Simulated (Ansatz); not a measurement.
Method: DFT PBE, scalar-relativistic, plane waves, PAW in Ansatz 0.2.0. All cells share a 420 eV cutoff and Γ-centred k meshes spaced about 0.3 Å⁻¹ or finer (0.25 for metals, 2π included). No spin polarisation.

A search over trial structures of Ga₂SnO₂ gave this relaxed cell.

```yaml
crystal:
  lattice:
    - [3.18040, 0.00000, 0.00000]
    - [-1.59020, 2.75431, 0.00000]
    - [0.00000, 0.00000, 9.40157]
  atoms:
    - { symbol: Ga, position: [0.33333, 0.66667, 0.27463] }
    - { symbol: Ga, position: [0.66667, 0.33333, 0.72537] }
    - { symbol: Sn, position: [0.00000, 0.00000, 0.00000] }
    - { symbol: O, position: [0.66667, 0.33333, 0.34653] }
    - { symbol: O, position: [0.33333, 0.66667, 0.65347] }
```

Wave vectors count in units of this cell's reciprocal vectors.

Problem. Is it a true minimum?

Solution. No. The phonons on a 3×3×1 q mesh of the computed 5-atom cell go imaginary, to 56i cm⁻¹ at q = (0.00, 0.33, 0.00). (Phonon run: 12×12×4 k mesh, Gaussian smearing of 0.10 eV.) With atoms moved at random and symmetry off, it falls by 141 meV/atom into C2/c (No. 15). Conventional cell: a = 19.495 Å, b = 3.165 Å, c = 5.542 Å, β = 95.5°. Ga has 3 O at 1.95 Å and 1 Sn at 2.74 Å; Sn is surrounded by 2 Ga at 2.74 Å and 6 Sn at 3.12–3.27 Å; around O lie 3 Ga at 1.95 Å.

```yaml
crystal:
  lattice:
    - [9.74744, -1.58259, 0.00000]
    - [9.74744, 1.58259, 0.00000]
    - [-0.53121, 0.00000, 5.51663]
  atoms:
    - { symbol: Ga, position: [0.89087, 0.39089, 0.29574] }
    - { symbol: Ga, position: [0.39089, 0.89087, 0.79574] }
    - { symbol: Ga, position: [0.60911, 0.10912, 0.20426] }
    - { symbol: Ga, position: [0.10912, 0.60911, 0.70426] }
    - { symbol: Sn, position: [0.22529, 0.77470, 0.75000] }
    - { symbol: Sn, position: [0.77470, 0.22529, 0.25000] }
    - { symbol: O, position: [0.42508, 0.92407, 0.13937] }
    - { symbol: O, position: [0.92407, 0.42508, 0.63937] }
    - { symbol: O, position: [0.07593, 0.57492, 0.36063] }
    - { symbol: O, position: [0.57492, 0.07593, 0.86063] }
```

No dispersion correction is applied, so the spacing and binding between layers, chains or molecules are poorly described. Phonons of metals hang on the k mesh and the smearing.
